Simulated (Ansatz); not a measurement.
Consider the following.

LaPt₃:
```xyz
4
Lattice="4.1378 0.0000 0.0000 0.0000 4.1378 0.0000 0.0000 0.0000 4.1378" Properties=species:S:1:pos:R:3 pbc="T T T"
Pt     0.0000     2.0689     2.0689
Pt     2.0689     0.0000     2.0689
Pt     2.0689     2.0689     0.0000
La     0.0000     0.0000     0.0000
```

This is the LDA-relaxed structure.

### Question
All from LDA (plane waves, PAW; program Ansatz), unless another level is named. Estimate the formation energy from the elements (no fitted shifts).

### Answer
-0.82 eV/atom.

### Question
Next, the density of states at the Fermi level?

### Answer
0.61 states/eV per atom (mean over ±0.08 eV).

Space group Pm-3m (Cu3Au type). The workflow started from an entry of the Crystallography Open Database (COD). Whether it is the stable phase at ambient conditions was not checked. The LDA relaxation kept the symmetry of its start; of distortions, only those at the zone centre were tested. No spin polarisation was allowed. The references are the lowest solids computed at this level, not always the standard phases. Spin–orbit coupling is left out wherever it is not named.

Potentials: the later of the program's two PAW sets.
